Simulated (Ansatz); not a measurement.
Starting cell, MoS2 (2H-MoS2 type, space group P6_3/mmc):

```
MoS2
1.0
    3.17300     0.00000     0.00000
   -1.58650     2.74790     0.00000
    0.00000     0.00000    12.43657
Mo S
2 4
Direct
  0.33333   0.66667   0.25000
  0.66667   0.33333   0.75000
  0.33333   0.66667   0.62491
  0.66667   0.33333   0.12491
  0.66667   0.33333   0.37509
  0.33333   0.66667   0.87509
```

In each cell atom 4 (S, nearest neighbour Mo at 2.403 Å; its periodic images, 3.2 Å or more away, move with it) moves by s·(0.707, 0.707, 0.000) (along Cartesian [110]), the rest being held.

Method: r2SCAN+rVV10 (plane waves to 500 eV, PAW, scalar-relativistic; Ansatz, a quantum-chemistry and plane-wave program). k mesh 10×10×3 (Γ-centred), Fermi-Dirac smearing 0.05 eV. E stands for the smeared free energy. MoS2 is run without spin polarisation. MoS2 was relaxed with its symmetry unable to fall. ΔE is measured from the undisplaced structure.

```tsv
s (Å)	ΔE (meV/cell)
-0.480	958
-0.384	643
-0.288	377
-0.192	174
-0.096	45
0.000	0
0.096	48
0.192	195
0.288	446
0.384	withheld
0.480	1268
```

Fit a polynomial form (powers 2, 3, 4) to the given rows and predict ΔE at s = 0.384.

Least squares on the 10 given rows: ΔE = (5033)·s² + (1405)·s³ + (-878.3)·s⁴, in meV/cell with s in Å; root-mean-square residual 0.6 meV/cell. At 0.384 the fit gives 803 meV/cell; the calculation gives 804 meV/cell, so the interpolation is off by -1 (-0.1 %). The quadratic term alone would give 742 meV/cell.

(For displaced atoms, the force is minus the slope of the energy, and its curvature is a force constant, which sets phonon frequencies.)
